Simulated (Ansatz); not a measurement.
The cell is FeSi (P2_13) from a database of computed structures; cell and atoms were relaxed with r2SCAN. The symmetry is P2_13 (No. 198, cubic); conventional cell a = 4.403 Å, 10.67 Å³ an atom. Around Fe lie 7 Si at 2.25–2.47 Å; around Si lie 7 Fe at 2.25–2.47 Å.

```
CELL_PARAMETERS angstrom
4.40305 0.00000 0.00000
0.00000 4.40305 0.00000
0.00000 0.00000 4.40305
ATOMIC_POSITIONS crystal
Fe 0.86334 0.63666 0.36334
Fe 0.63666 0.36334 0.86334
Fe 0.36334 0.86334 0.63666
Fe 0.13666 0.13666 0.13666
Si 0.15887 0.34113 0.65887
Si 0.34113 0.65887 0.15887
Si 0.65887 0.15887 0.34113
Si 0.84113 0.84113 0.84113
```

The questions ask for values computed with the PAW code Ansatz on this geometry. Spin-unpolarised throughout.

Task: Is there a gap with r2SCAN, and of what kind?

Result: With r2SCAN the valence top lies at Γ–X (0.67 of the way from Γ) and the conduction bottom at k = (0, 1/3, 1/6), 0.34 eV higher; the smallest vertical gap, at Γ–X (0.67 of the way from Γ), is 0.36 eV.

Task: What does LDA give for the gap (6×6×6 mesh)?

Result: LDA gives an indirect gap of 0.12 eV, from k = (-0.078, -0.089, 0.292) to k = (0, 0.328, 0.208); the least direct gap is 0.15 eV at k = (0, 1/6, 1/3). The gap differs by -0.22 eV from r2SCAN's.

Task: How does the gap change from r2SCAN to r2SCANh (4×4×4)?

Result: r2SCANh gives an indirect gap of 1.14 eV, from Γ–X (0.50 of the way from Γ) to k = (0, 1/6, 1/3); the least direct gap is 1.18 eV at k = (-0.078, -0.089, 0.292). The gap differs by +0.80 eV from r2SCAN's.

Task: How does the gap change from r2SCAN to HSE06 (4×4×4)?

Result: HSE06 gives an indirect gap of 1.47 eV, from Γ–X (0.50 of the way from Γ) to M–Γ (0.50 of the way from M); the least direct gap is 1.51 eV at k = (-0.078, -0.089, 0.292). The gap differs by +1.13 eV from r2SCAN's.

Task: Roughly how does the cost of the r2SCANh run (4×4×4) compare with r2SCAN's (6×6×6)?

Result: About 13 times as much (6 core-minutes against 28 core-seconds, on 4 threads of Arm Neoverse V2 (shared host)).

Task: What are ε∞ and the Born charges with PBE?

Result: The electronic dielectric tensor ε∞ is 72 in all directions. Born charges, averaged over directions: Fe -4.36, Si +4.36 e.

Task: What do these levels agree on?

Result: Direct and least gap lie within 0.04 eV at some levels, so the kind of gap isn't settled.

Task: How do these values compare with experiment?

Result:
Comparison with experiment:
- Gap, measured 0.07 eV (optical): r2SCAN 0.34 (+0.27), LDA 0.12 (+0.05), r2SCANh 1.14 (+1.07), HSE06 1.47 (+1.40) eV. Source: 70 meV (optical gap from onset of absorption at low temperature; infrared reflectivity, Kramers-Kronig; optical gap from low-temperature conductivity of a strongly correlated system (possible Kondo insulator); gap closes towards room temperature; “Optical phonons in the reflectivity spectrum of FeSi”, 1997, arxiv:cond-mat/9706155).
Measured gaps include zero-point and thermal shifts, optical ones also the exciton binding, and spin-orbit coupling, which these levels lack. Reports marked as nanostructured, strained, doped, implanted or mixed samples, and transport gaps, were set aside.

Where an edge lies off the special points, it is a point of the mesh or the k point where a search put PBE's edge or least direct gap, reused for the other functionals, whose own edges may lie a little apart.

Coordinates of k points refer to the reciprocal vectors of the primitive cell of the runs.

The meshes of the hybrids are coarse, so their gaps aren't converged to the digits shown.

PBE's own run along the path (0.18 eV) came before the search for the edges and missed one, so it isn't listed. Set aside, since their points miss a band edge that the other levels read or their mesh is too coarse: DDH-PBE0, PBE0.
